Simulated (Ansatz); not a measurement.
Input:

ZrGeO:
```
CELL_PARAMETERS angstrom
      3.40328     0.00000     0.00000
      0.00000     3.40328     0.00000
      0.00000     0.00000     7.28054
ATOMIC_POSITIONS crystal
  Zr 0.00000 0.50000 0.68627
  Zr 0.50000 0.00000 0.31373
  Ge 0.00000 0.00000 0.00000
  Ge 0.50000 0.50000 0.00000
  O  0.50000 0.00000 0.60748
  O  0.00000 0.50000 0.39252
```

This is the r²SCAN-relaxed structure.

All from r²SCAN in the plane-wave PAW code Ansatz, unless another level is named. Give the electronic character.

metallic (no gap).

Next, the formation energy from the elements (no fitted shifts)?

-1.77 eV/atom.

Give the density of states at the Fermi level.

0.09 states/eV per atom (mean over ±0.08 eV).

Space group P4/nmm. The start of the workflow was typed in or built on a structure type; neither database checked (COD, Materials Project) lists it. Whether it is the stable phase at ambient conditions was not checked. Symmetry was held in the r²SCAN relaxation; its stability against distortions is not shown here. No spin polarisation was allowed. The references are the lowest solids computed at this level, not always the standard phases (solids in place of the gases). Spin–orbit coupling is left out wherever it is not named.

Potentials: the earlier of the program's two PAW sets. The files were generated under PBE; for other functionals the program regenerates the frozen cores, and for LDA and PBEsol the local potential too.
